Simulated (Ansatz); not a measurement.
**SiHg4P3, a known structure type with other elements, at an estimated volume**

```
Si Hg P
1.0
     4.31731    0.00000    0.00000
     0.00000    4.31731    0.00000
     0.00000    0.00000    7.91519
Si Hg P
1 4 3
Direct
  0.00000 0.00000 0.50000
  0.50000 0.00000 0.17411
  0.00000 0.50000 0.17411
  0.50000 0.00000 0.82589
  0.00000 0.50000 0.82589
  0.00000 0.00000 0.00000
  0.50000 0.50000 0.35080
  0.50000 0.50000 0.64920
```

The numbers come from plane-wave PAW DFT (Ansatz): r2SCANh, no spin polarisation, 500 eV, 4×4×4 Γ-centred k points, methfessel-paxton occupations (width 0.0701 eV). Nothing was relaxed.

**Forces.** The largest is on P7 (and as large on other atoms): 1.82 eV/Å, components (0.00, 0.00, 1.82). It makes 0° with the line to a nearest neighbour, P8 at 2.36 Å, pointing towards it.
**Stress.** The pressure is 21.8 GPa (compression positive), so with the atoms held at these fractions the cell would first expand; the forces are large, so a full relaxation may end otherwise. The principal stresses 20.8, 22.3, 22.3 GPa differ, so its shape would change too.
**Charges.** Bader charges in e: Si +0.28, Hg +0.12, P -0.30 to -0.19. In the mean Si gives up most and P takes most.
**At the Fermi level.** It is a metal, with about 4.1 states/eV a cell as the mean within 0.25 eV of the Fermi level, mostly Si p (33 %), P p (28 %) and Hg s (15 %).

Origin: a known structure type with other elements, at an estimated volume, so it need not be a known compound. Caveats: the k mesh is coarse if the cell is a metal; atoms or cell far from equilibrium; the exchange threshold is loose for a stress; the SCF threshold is loose for a stress.

Cost: 110 s on 2 threads of Intel(R) Xeon(R) 6975P-C (Granite Rapids), on a shared host, peak memory 4.6 GiB (start from the program's own first density). The time holds forces, stress, Bader, DOS, ELF.
